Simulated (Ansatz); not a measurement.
One crystal and one scan (generalised stacking-fault energy along a line) at two levels, PBE (plane waves to 420 eV, PAW, scalar-relativistic; Ansatz, a program for electronic structure) and r2SCAN (plane waves to 500 eV, PAW, scalar-relativistic; Ansatz), each from its own relaxed cell and on its own mesh. The cell shown is that of PBE.

KBr (rock salt) is sheared across one {100} plane: the third cell vector gains the shift, so faults repeat every 10.1 Å. The cut lies between planes 3.35 Å apart; the cell height is held.

```yaml
crystal:
  lattice:
    - [4.74131, 0.00000, 0.00000]
    - [0.00000, 4.74131, 0.00000]
    - [2.37066, 2.37066, 10.05784]
  atoms:
    - { symbol: Br, position: [0.00000, 0.00000, 0.83333] }
    - { symbol: Br, position: [0.33333, 0.33333, 0.16667] }
    - { symbol: Br, position: [0.66667, 0.66667, 0.50000] }
    - { symbol: K, position: [0.50000, 0.50000, 0.83333] }
    - { symbol: K, position: [0.83333, 0.83333, 0.16667] }
    - { symbol: K, position: [0.16667, 0.16667, 0.50000] }
```

In-plane vectors a = (4.741, 0.000) Å, b = (0.000, 4.741) Å, area 22.48 Å². The shift is s times the vector a + b (length 6.705 Å), so s = 1 restores the start. The shift is rigid: no atom relaxes. γ = [E(shift) − E(0)] / area.

Energies are extrapolated to zero smearing. KBr was relaxed with its symmetry unable to fall. Faults lie only 10.1 Å apart, and holding the cell height and the atoms raises γ above its relaxed value. Faults lie only 9.9 Å apart, and holding the cell height and the atoms raises γ above its relaxed value. Both scans cover s from 0.000 to 0.917.

γ (mJ/m²), each from zero shift of its own level:

| s | PBE | r2SCAN |
|---|---|---|
| 0.000 | 0 | 0 |
| 0.083 | 24 | 24 |
| 0.167 | 100 | 103 |
| 0.250 | 230 | 243 |
| 0.333 | 388 | 419 |
| 0.417 | 523 | 575 |
| 0.500 | 577 | withheld |
| 0.583 | 523 | 575 |
| 0.667 | 388 | 419 |
| 0.750 | 230 | 243 |
| 0.833 | 100 | 103 |
| 0.917 | 24 | 24 |

Problem. Estimate the r2SCAN value at 0.500 from the PBE value there and the ratio of the two levels in the two nearest given rows on that side of the minimum.

Solution. At 0.417 and 0.583 the ratio r2SCAN/PBE averages 1.099, which gives 1.099 × 577 = 634 mJ/m². The calculation gives 639 mJ/m², +10.7 % against PBE.

(The slope of γ gives the shear force per area between the displaced halves; near zero shift its curvature is an elastic stiffness.)
